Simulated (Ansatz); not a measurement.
Task: Name crystals whose computed values (the program Ansatz at the PBEsol level (PAW)) fall in these windows: highest Γ mode, no LO–TO term (cm⁻¹) 170 to 210; B₀ by P(V) fit (GPa) 180 to 250.

Result: 

```
crystal            highest Γ mode, no LO–TO term (cm⁻¹)  B₀ by P(V) fit (GPa)
-----------------  ------------------------------------  --------------------
TiRh, CsCl type                                     191                   206
HfTc, CsCl type                                     191                   202
GaIr, CsCl type                                     179                   244
InPt3, Cu3Au type                                   187                   228
ZrOs, CsCl type                                     186                   224
```
Others may fit too.

Standing as an ambient phase not checked: TiRh, CsCl type; HfTc, CsCl type; GaIr, CsCl type; InPt3, Cu3Au type; ZrOs, CsCl type. Unstable at this level: TiRh, CsCl type. All cells were relaxed under the symmetry of their starts (and spin orders); stability against distortions was not tested throughout. Rows with no word on spin ran without spin polarisation. Spin–orbit coupling is left out wherever it is not named.

Potentials: the later of the program's two PAW sets (Tc and Pm come from another file).
